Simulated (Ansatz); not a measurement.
Relaxed Al (fcc, Cu type):

```xyz
2
Lattice="0.0000 3.9920 3.9920 1.9960 1.9960 3.9920 1.9960 1.9960 0.0000" Properties=species:S:1:pos:R:3 pbc="T T T"
Al     0.0000     0.0000     0.0000
Al     0.0000     1.9960     1.9960
```

The atoms are displaced by Q × the pattern below (from a DFPT mode at X = (0.5, 0.5, 0.0), largest move 1; Q in Å), at fixed cell. (q is in reciprocal vectors of the primitive cell; the cell shown is doubled to hold the pattern.)

```tsv
atom	x	y	z
Al1	0.000	0.000	-1.000
Al2	0.000	0.000	1.000
```

Computed with r2SCAN (plane waves to 500 eV, PAW, scalar-relativistic; Ansatz, a quantum-chemistry and plane-wave program). k mesh 20×20×20 (Γ-centred), Fermi-Dirac smearing 0.05 eV. E stands for the smeared free energy. With partly filled bands, energies and forces of such displacements shift with the k mesh and the smearing. Al was relaxed with its symmetry unable to fall. ΔE is measured from the undisplaced structure. The last digit holds for this mesh only.

```
Q (Å)   ΔE (meV/cell)
------  -------------
-0.180          387.8
-0.150       withheld
-0.120          171.3
-0.090           95.9
-0.060           42.6
-0.030           10.7
0.000             0.0
0.030            10.7
0.060            42.6
0.090            95.9
0.120           171.3
0.150        withheld
0.180           387.8
```

Fit an even polynomial form (powers 2, 4) to the given rows and predict ΔE at Q = -0.150.

Least squares on the 11 given rows: ΔE = (11820)·Q² + (4558)·Q⁴, in meV/cell with Q in Å; root-mean-square residual 0.09 meV/cell. At -0.150 the fit gives 268.3 meV/cell; the calculation gives 268.6 meV/cell, so the interpolation is off by -0.3 (-0.1 %). The quadratic term alone would give 265.9 meV/cell.

(A displaced cell: forces are minus the slopes of the energy, force constants its curvatures, and phonons follow from these.)
